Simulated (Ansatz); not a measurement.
Consider the following.

NaI (rock salt, Fm-3m), a = b = c = 6.4886 Å, α = β = γ = 90.00°; the cell used has 2 atoms.

This is the HSE06-relaxed structure.

### Question
All from HSE06 (plane waves, PAW; program Ansatz), unless another level is named. Give the band gap.

### Answer
4.65 eV (direct).

### Question
Predict the valence-band maximum.

### Answer
at Γ.

The cell was relaxed with HSE06 under the symmetry of its start. The hybrid was solved on a coarse mesh, the path and, where they were found, the r²SCAN edge points; its band edges are the extreme levels among these. Spin–orbit coupling is left out wherever it is not named.

Potentials: the later of the program's two PAW sets.
